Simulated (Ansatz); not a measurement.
ScIn₃ (Cu3Au type, Pm-3m), a = b = c = 4.494 Å, α = β = γ = 90.00°.

Relaxed with r²SCAN.

Q: Tabulate the valence density and the electron localisation function along the shortest In–Sc contact (3.18 Å), r²SCAN (plane waves, PAW; program Ansatz).

A: 

```
distance from In (Å)  density (e/Å³)   ELF
--------------------  --------------  ----
0.32                            8.68  0.01
0.48                            5.36  0.05
0.64                            2.81  0.16
0.79                            1.29  0.26
0.95                            0.61  0.27
1.11                            0.35  0.26
1.27                            0.23  0.32
1.43                            0.17  0.39
1.59                            0.14  0.34
1.75                            0.13  0.19
1.91                            0.14  0.09
2.07                            0.21  0.10
2.22                            0.44  0.29
2.38                            1.17  0.63
2.54                            2.74  0.75
2.70                            4.90  0.70
2.86                            6.65  0.43
```

The density is the valence pseudo-density with augmentation charge, so density and ELF within about 1 Å of a nucleus are not all-electron values.

The workflow started from an entry of the Crystallography Open Database (COD). Its standing as an ambient phase is unchecked. The r²SCAN relaxation kept the symmetry of its start; its stability against distortions is not shown here. The run is not spin-polarised.

Potentials: the later of the program's two PAW sets.
